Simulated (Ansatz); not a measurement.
With plane-wave PAW r²SCAN (Ansatz code), Mg in the diamond structure (Fd-3m) relaxes to a = 6.846 Å. Mg has 4 nearest neighbours from 2.96 Å (tetrahedral).

Electronic character: metallic (no gap).

An equation-of-state fit gives a bulk modulus of 11.7 GPa. The relaxed-ion elastic constants in GPa are C11 = 4.6, C12 = 15.5, C44 = -12.2.

The start of the workflow was typed in or built on a structure type; neither database checked (COD, Materials Project) lists it. It is not the phase usual at ambient conditions (space group No. 194). The cell was relaxed with r²SCAN under the symmetry of its start. At this level the phase is mechanically unstable. As this level gives no gap, shear constants depend on the k-mesh and smearing (Fermi–Dirac, 0.1 eV here).

Potentials: the earlier of the program's two PAW sets.
